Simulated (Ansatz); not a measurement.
Values for one crystal, relaxed and computed with the program Ansatz at the PBE level (PAW); other levels are named.

Volume per atom: 22.66 Å³
Electronic character: metallic (no gap)
Density of states at the Fermi level: 2.1 states/eV per atom (mean over ±0.08 eV)
Formation energy from the elements (no fitted shifts): 1152 meV/atom
Pressure derivative B′: 3.7
Gap with spin–orbit coupling: none (metallic)
Bulk modulus (Birch–Murnaghan fit): 95.6 GPa

### Question
Which compound is it?
(A) MoRu, rock salt
(B) TiAl, R-3m (Al on 3a, Ti on 3b)
(C) GaBi, rock salt
(D) ZrTa, rock salt

### Answer
D, ZrTa, rock salt

Space group Fm-3m (rock salt). The start of the workflow was typed in or built on a structure type; neither database checked (COD, Materials Project) lists it. Its standing as an ambient phase is unchecked. Symmetry was held in the PBE relaxation; whether a distortion lowers the energy is not shown. No spin polarisation was allowed. Its formation energy is positive at this level, so the cell may be metastable or incomplete. The references are the lowest solids computed at this level, not always the standard phases. Spin–orbit coupling is left out wherever it is not named.

Potentials: the later of the program's two PAW sets.
